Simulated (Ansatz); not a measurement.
**Pd: how the SCF end depends on the start**

The cell (1 atom) is Pd as a test cell of our own (not relaxed).

```
CELL_PARAMETERS angstrom
0.00000 1.94500 1.94500
1.94500 0.00000 1.94500
1.94500 1.94500 0.00000
ATOMIC_POSITIONS crystal
Pd 0.00000 0.00000 0.00000
```

Numbers behind element symbols give the atom's place in this list.

Computed with DFT, r2SCAN, PAW (an earlier, harder data set), plane waves, scalar-relativistic in Ansatz development build ahead of 0.2.0.

| Item | Value |
| --- | --- |
| Plane-wave cutoff | 1610 eV |
| k-point mesh | 4×4×4 (Γ-centred) |
| Occupations | Fermi–Dirac smearing, 0.1 eV |

Moments by site are taken inside atomic spheres; the rest lies between them.

With one magnetic atom in the cell its copies can only be parallel; orders in a larger cell may lie lower.

The mesh is coarse, so energy differences (and at times their sign) aren't converged.

Default search: extra SCF cycles where an unstable direction or a doubtful shell filling shows. With a search on, the program may also reshape the start on open shells. Ends within 0.2 meV/atom and 0.1 μB count as one state.

| start | iterations | final moments of Pd1 (μB) | total (μB) | F − F(lowest) (meV/atom) |
| --- | --- | --- | --- | --- |
| default search for lower states [Pd1 2.00 μB] | 14 | 0.47 | 0.44 | 0.0 |
| default search for lower states [spin off] | 8 | 0.00 | 0.00 | 12.1 |

2 runs converged, to 2 different states. The lowest is spin-polarised, site moments Pd1 0.47 μB, total 0.44 μB per cell; it was reached by the start “default search for lower states [Pd1 2.00 μB]”. Switching spin polarisation off costs 12.1 meV/atom. The search isn't exhaustive: larger magnetic cells and non-collinear orders weren't tried.
